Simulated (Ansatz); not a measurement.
FeP:
```yaml
crystal:
  lattice:
    - [3.05722, 0.00000, 0.00000]
    - [0.00000, 5.16470, 0.00000]
    - [0.00000, 0.00000, 5.74287]
  atoms:
    - { symbol: Fe, position: [0.50000, 0.74981, 0.79783], spin: 1.2 }
    - { symbol: Fe, position: [0.00000, 0.25019, 0.29783], spin: 1.2 }
    - { symbol: Fe, position: [0.50000, 0.24981, 0.70217], spin: -1.2 }
    - { symbol: Fe, position: [0.00000, 0.75019, 0.20217], spin: -1.2 }
    - { symbol: P, position: [0.50000, 0.55762, 0.43183] }
    - { symbol: P, position: [0.00000, 0.44238, 0.93183] }
    - { symbol: P, position: [0.50000, 0.05762, 0.06817] }
    - { symbol: P, position: [0.00000, 0.94238, 0.56817] }
```

Relaxed with r²SCAN.

**Question.** Which orbitals make up the states near the Fermi level in the program Ansatz at the r²SCAN level (PAW)?

**Answer.** Within 0.5 eV of the Fermi level: Fe 3d 86 %, P 3p 9 %. Projections are on Löwdin-orthogonalised atomic valence shells; empty p or d shells of many metals are not among them.

**Question.** Tabulate the density of states.

**Answer.** States/eV per cell of 8 atoms, in 0.25 eV bins, energy from the Fermi level.

```
E (eV)  total  Fe 3d  P 3p  P 3s
------  -----  -----  ----  ----
-7.85    2.15   0.38  1.45  0.08
-7.60    2.54   0.46  1.72  0.10
-7.35    3.39   0.61  2.29  0.13
-7.10    3.50   0.69  2.32  0.17
-6.85    3.27   0.72  2.06  0.21
-6.60    2.96   0.76  1.78  0.20
-6.35    2.96   0.84  1.71  0.19
-6.10    3.44   0.98  1.98  0.22
-5.85    2.17   0.66  1.24  0.14
-5.60    2.59   0.84  1.44  0.14
-5.35    3.72   1.25  2.09  0.14
-5.10    3.84   1.40  2.10  0.10
-4.85    4.47   1.75  2.34  0.10
-4.60    4.45   2.03  2.11  0.08
-4.35    6.49   3.36  2.77  0.10
-4.10    5.93   3.16  2.42  0.10
-3.85    8.20   4.49  3.31  0.09
-3.60   10.33   5.67  4.10  0.14
-3.35    9.14   5.42  3.18  0.15
-3.10    5.26   3.71  1.25  0.07
-2.85    5.18   3.92  0.96  0.05
-2.60    6.58   5.43  0.78  0.05
-2.35    6.62   5.66  0.62  0.04
-2.10    6.96   6.08  0.55  0.04
-1.85    8.08   6.98  0.71  0.06
-1.60    5.44   4.63  0.54  0.05
-1.35   10.63   9.32  0.77  0.08
-1.10    3.95   3.53  0.22  0.02
-0.85    8.35   7.48  0.42  0.07
-0.60   12.86  11.55  0.70  0.12
-0.35    8.33   7.28  0.64  0.10
-0.10    1.65   1.35  0.18  0.04
0.15     0.29   0.20  0.07  0.01
0.40     0.59   0.43  0.12  0.02
0.65     1.52   1.13  0.26  0.08
0.90     4.37   3.20  0.78  0.24
1.15     7.50   5.80  1.16  0.31
1.40     5.63   4.34  0.89  0.26
1.65     6.04   4.05  1.39  0.40
1.90     4.48   2.65  1.33  0.32
2.15     4.38   2.33  1.41  0.44
2.40     5.75   2.84  1.87  0.75
2.65     4.13   1.73  1.65  0.52
2.90     3.26   1.27  1.45  0.29
3.15     4.20   1.63  1.91  0.30
3.40     5.56   1.97  2.68  0.38
3.65     4.40   1.45  2.26  0.27
3.90     4.39   1.30  2.36  0.21
4.15     4.46   1.29  2.47  0.15
4.40     4.01   1.12  2.28  0.11
4.65     3.34   0.91  1.98  0.06
```

Space group Pnma. The workflow started from an entry of the Crystallography Open Database (COD), which files this formula under 2 space groups. Its standing as an ambient phase is unchecked. The cell was relaxed with r²SCAN under the symmetry of its start, as lowered by the spin order; whether a distortion lowers the energy is not shown. The final state is antiferromagnetic, chosen from 3 collinear starts compared on coarse meshes (ties went to the first, and starts can fall back to one state), not a proven ground state. Other orbital occupations within this spin state were not tried.

Potentials: the later of the program's two PAW sets.
